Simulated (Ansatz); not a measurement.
Computed with Ansatz 0.2.0, DFT PBE, scalar-relativistic, plane waves, PAW. All cells share a 420 eV cutoff and Γ-centred k meshes spaced about 0.3 Å⁻¹ or finer (0.25 for metals, 2π included). No spin polarisation.

All energies are static (0 K, no zero-point motion).

Compare these two cells of Ti2TeAs4, each relaxed at this level.

A.

```
CELL_PARAMETERS angstrom
0.00000 5.54054 5.54054
5.54054 0.00000 5.54054
5.54054 5.54054 0.00000
ATOMIC_POSITIONS crystal
Ti 0.12500 0.12500 0.12500
Ti 0.12500 0.62500 0.12500
Ti 0.62500 0.12500 0.12500
Ti 0.12500 0.12500 0.62500
Te 0.50000 0.50000 0.50000
Te 0.75000 0.75000 0.75000
As 0.92557 0.35814 0.35814
As 0.35814 0.35814 0.92557
As 0.35814 0.92557 0.35814
As 0.35814 0.35814 0.35814
As 0.89186 0.32443 0.89186
As 0.89186 0.89186 0.32443
As 0.89186 0.89186 0.89186
As 0.32443 0.89186 0.89186
```

B.

```
CELL_PARAMETERS angstrom
6.74605 -1.82523 0.00000
6.74605 1.82523 0.00000
-3.15703 0.00000 6.57380
ATOMIC_POSITIONS crystal
Ti 0.23515 0.23515 0.18423
Ti 0.76485 0.76485 0.81577
Te 0.00000 0.00000 0.00000
As 0.87092 0.87092 0.21617
As 0.32349 0.32349 0.58895
As 0.12908 0.12908 0.78383
As 0.67651 0.67651 0.41106
```

Question: Which form is favoured at zero pressure, and by what margin per atom?

Answer: B is lower, by 61 meV/atom. A has the spinel type, space group Fd-3m (No. 227), 24.3 Å³/atom and no gap on its mesh; B has space group C2/m (No. 12), 23.1 Å³/atom and no gap. The shortest distance is 2.60 Å (Ti–As) in A and 2.52 Å (Ti–As) in B. B holds As–As chains (shortest 2.59 Å); in A the shortest As–As distance is 3.39 Å. The denser one is the lower, and pressure would at first widen the difference. In A, Ti is surrounded by 6 As at 2.60 Å; Te has 4 As at 2.72 Å; As is surrounded by 3 Ti at 2.60 Å and 1 Te at 2.72 Å. In B, Ti has 6 As at 2.52–2.80 Å and 1 Te at 2.86 Å; around Te lie 2 As at 2.81 Å, 2 Ti at 2.86 Å, 4 As at 3.44 Å and 2 Te at 3.65 Å; around As on its first site lie 3 Ti at 2.52–2.64 Å and 1 Te at 2.81 Å; 1 more site not described. Both come from trial cells of a structure search, whose lowest cell (P-1, 19.5 Å³/atom) lies 53 meV/atom below the lower of the two.

Spin–orbit coupling, which can matter for Te, is left out. The zero gap of Fd-3m may come from the functional, which often closes small gaps, or the cell may be a true semimetal. Trial moments fell under 0.15 μB along the way in Fd-3m; another start might hold them. Cells relaxed within their symmetry can be saddle points. Some candidate types were left out of the draw beforehand, so a known form may be missing.
